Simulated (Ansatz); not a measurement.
C (C2/m), work and stress of cleavage

These are results of DFT LDA, scalar-relativistic, plane waves, PAW (Ansatz 0.2.0), not measurements. Settings: plane waves to 420 eV, k-mesh 12×12×3 (Γ-centred), Gaussian smearing 0.05 eV. No spin polarisation. Energies are free energies at this smearing, counted from the undisturbed cell; pressure is positive in compression.

Reference structure (relaxed at this level):

```
C
1.0
     0.00000    2.44487    0.00000
    -2.11730    1.22243    0.01160
     0.05959    0.00000    9.98871
C
6
Direct
  0.50000 0.00000 0.16673
  0.83333 0.33333 0.83340
  0.16667 0.66667 0.50007
  0.50000 0.00000 0.49997
  0.83333 0.33333 0.16663
  0.16667 0.66667 0.83330
```

The cell holds layers and no dispersion correction was added, so their binding is poorly described.

The cut lies on the cell's a–b face, a (0 0 1) plane (indices in the standard cell, whose axes needn't be the Cartesian ones shown) of area 5.18 Å², between layers 3.33 Å apart. Vector c is lengthened by d along the normal with the atoms' Cartesian places fixed: one unrelaxed cut a cell. The traction is positive where the two halves pull on each other.

| d (Å) | energy (J/m²) | traction (GPa) |
| --- | --- | --- |
| -0.30 | 0.055 | -4.94 |
| -0.15 | 0.008 | -1.58 |
| 0.00 | 0.000 | 0.25 |
| 0.25 | 0.024 | 1.41 |
| 0.50 | 0.062 | 1.51 |
| 0.75 | 0.096 | 1.20 |
| 1.00 | 0.122 | 0.86 |
| 1.50 | 0.150 | 0.34 |
| 3.00 | 0.166 | 0.01 |

Q: What are the work of separation and the cleavage stress, and do they fit the universal binding curve?

A: The energy levels off near W ≈ 0.166 J/m² (the traction is down to 0.01 GPa), the energy of the two unrelaxed faces, 0.083 J/m² each on average. The largest sampled traction is 1.51 GPa at d = 0.50 Å, and a parabola through it and its two neighbours peaks at σ_max ≈ 1.53 GPa, d ≈ 0.44 Å. The curve E = W[1 − (1 + d/ℓ)exp(−d/ℓ)] peaks in traction at d = ℓ with σ_max = W/(eℓ); with 1 J/m² per Å = 10 GPa this W and σ_max give ℓ = 0.40 Å. A parabola through that curve at the same three d peaks at 0.44 Å, against 0.44 Å here, a fair fit. Real crystals break at far lower stress, because cracks concentrate it.

The crystal is built of layers, and the cut parts neighbours that are weakly bound and not described well without a dispersion correction.

The cut is rigid; relaxing the faces lowers these energies and usually the stresses.

Cost: 9 runs of about 2.4 core-minutes in all, on Intel Xeon Processor @ 2.50GHz (Skylake/Cascade Lake) (shared hosts).